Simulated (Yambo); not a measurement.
Input:

```
K2S
1.0
    0.00000     3.66718     3.66718
    3.66718     0.00000     3.66718
    3.66718     3.66718     0.00000
S K
1 2
Direct
  0.00000   0.00000   0.00000
  0.75000   0.75000   0.75000
  0.25000   0.25000   0.25000
```

Workflow: norm-conserving PBEsol (Quantum ESPRESSO, 74 Ry, scalar-relativistic), then G0W0 in Yambo (4×4×4 Γ-centred k mesh, 180 bands and a 8 Ry block in the screening, 180 bands in G with the Bruneval-Gonze terminator, plasmon pole fitted at 27.2 eV).

Question: Give the PBEsol and G0W0 gaps between the band edges found on this mesh, and say where the edges lie.

Answer: Edges: X → Γ. PBEsol: 2.35 eV; G0W0: 4.22 eV. Nearest settings tried, and what they do to the gap: 2 Ry block (51 vectors against 283): -447 meV. Not varied: bands in G, bands in W, mesh. So the settings aren't converged at that level. 

Geometry relaxed with PBEsol.
